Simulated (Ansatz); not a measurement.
AlP:
```xyz
4
Lattice="3.5704 0.0000 0.0000 -1.7852 3.0921 0.0000 0.0000 0.0000 5.7571" Properties=species:S:1:pos:R:3 pbc="T T T"
Al     0.0000     0.0000     0.0000
Al     0.0000     0.0000     2.8785
P      0.0000     2.0614     1.4393
P      1.7852     1.0307     4.3178
```

Relaxed with PBEsol. Special points in fractions of this cell's reciprocal vectors: Γ (0.000, 0.000, 0.000); M (0.500, 0.000, 0.000); K (0.333, 0.333, 0.000); A (0.000, 0.000, 0.500); L (0.500, 0.000, 0.500); H (0.333, 0.333, 0.500).

Task: List the band energies nearest the Fermi level at these points for DFT-PBEsol in the program Ansatz with PAW potentials.

Result: In eV from the Fermi level; about four levels below and three above (degenerate sets whole), none deeper than 8.9 eV; points with the same levels are listed once.

```
k                          below                          above
-  -----------------------------  -----------------------------
Γ        -0.46 -0.46 -0.18 -0.18                 0.55 2.88 3.04
M        -4.39 -3.50 -2.78 -0.44                 1.08 2.13 3.26
K  -3.88 -3.88 -3.33 -3.33 -1.35                 6.47 6.49 6.49
A        -0.23 -0.23 -0.23 -0.23  3.15 3.15 4.21 4.21 4.21 4.21
L        -1.99 -1.99 -1.93 -1.93            1.38 1.38 2.80 2.80
H        -5.40 -5.40 -0.51 -0.51            2.53 2.53 2.95 2.95
```

Space group P6_3/mmc (NiAs type). The start of the workflow was typed in or built on a structure type; neither database checked (COD, Materials Project) lists it. It is not the phase usual at ambient conditions (space group No. 216). The PBEsol relaxation kept the symmetry of its start; of distortions, only those at the zone centre were tested.

Potentials: the later of the program's two PAW sets.
